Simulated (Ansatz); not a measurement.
# Property card for Rb2LiInCl6

Rb₂LiInCl₆:
```yaml
crystal:
  lattice:
    - [0.00000, 5.04578, 5.04578]
    - [5.04578, 0.00000, 5.04578]
    - [5.04578, 5.04578, 0.00000]
  atoms:
    - { symbol: Rb, position: [0.75000, 0.75000, 0.75000] }
    - { symbol: Rb, position: [0.25000, 0.25000, 0.25000] }
    - { symbol: Li, position: [0.50000, 0.50000, 0.50000] }
    - { symbol: In, position: [0.00000, 0.00000, 0.00000] }
    - { symbol: Cl, position: [0.75126, 0.24874, 0.24874] }
    - { symbol: Cl, position: [0.24874, 0.75126, 0.75126] }
    - { symbol: Cl, position: [0.24874, 0.75126, 0.24874] }
    - { symbol: Cl, position: [0.75126, 0.24874, 0.75126] }
    - { symbol: Cl, position: [0.24874, 0.24874, 0.75126] }
    - { symbol: Cl, position: [0.75126, 0.75126, 0.24874] }
```

Space group Fm-3m (No. 225); conventional cell a = b = c = 10.092 Å, α = β = γ = 90.00°.

Method: plane-wave PAW PBEsol (Ansatz code). Structure relaxed to zero pressure with the same functional. Other levels are named where they apply.

### Cell and energy

```
Quantity                                                       Value
-----------------------------------------------------  -------------
Volume per atom                                             25.69 Å³
Density                                                   3.27 g/cm³
Formation energy from the elements (no fitted shifts)  -1.63 eV/atom
```

### Electronic structure

```
Property                                                                                                                 Result
---------------------------------------------------------------------  --------------------------------------------------------
Band gap                                                                                                       2.89 eV (direct)
Valence-band maximum                                                                                                       at Γ
Conduction-band minimum                                                                                                    at Γ
Electron effective mass                                                                                     0.48 mₑ (isotropic)
Electron effective mass with spin–orbit coupling                                                            0.48 mₑ (isotropic)
Hole effective mass, band 1 of 3 at the edge                              29 along [100], 2.9 along [110], 2.2 along [111] (mₑ)
Hole effective mass, band 2 of 3 at the edge                            0.88 along [100], 1.2 along [110], 1.1 along [111] (mₑ)
Hole effective mass, band 3 of 3 at the edge                           0.88 along [100], 0.88 along [110], 1.1 along [111] (mₑ)
Hole effective mass with spin–orbit coupling, band 1 of 2 at the edge    2.4 along [100], 1.7 along [110], 1.5 along [111] (mₑ)
Hole effective mass with spin–orbit coupling, band 2 of 2 at the edge   0.88 along [100], 1.0 along [110], 1.1 along [111] (mₑ)
HSE06 gap on the PBEsol cell                                                                                            4.40 eV
Gap with spin–orbit coupling                                                                                            2.87 eV
```

### Mechanics

```
Item                                                                           Value
--------------------------------------------  --------------------------------------
Bulk modulus (Birch–Murnaghan fit)                                          24.4 GPa
Pressure derivative B′                                                           5.8
Elastic constants (relaxed ions, GPa)             C11 = 40.6, C12 = 16.6, C44 = 14.2
Mechanical stability                          stable (all eigenvalues of C positive)
Hill bulk and shear moduli                                         24.6 and 13.3 GPa
Young's modulus                                                             33.8 GPa
Poisson's ratio                                                                 0.27
Debye temperature from the elastic constants                                   227 K
```

### Dielectric response

```
Property                                                                    Result
----------------------------------------  ----------------------------------------
Electronic dielectric constant ε∞ (DFPT)                                      3.08
Born charges (a third of the trace)       Rb +1.29, Li +1.47, In +3.12, Cl -1.19 e
```

### Charges

```
Item                                             Result
-------------  ----------------------------------------
Bader charges  Rb +0.87, Li +0.90, In +1.60, Cl -0.71 e
```

The workflow started from a Materials Project entry (that database holds measured and hypothetical structures alike); the Crystallography Open Database copy checked does not list it. Its standing as an ambient phase is unchecked. Symmetry was held in the PBEsol relaxation; its stability against distortions is not shown here. The references are the lowest solids computed at this level, not always the standard phases (solids in place of the gases). Spin–orbit coupling is left out wherever it is not named.

Potentials: the later of the program's two PAW sets.
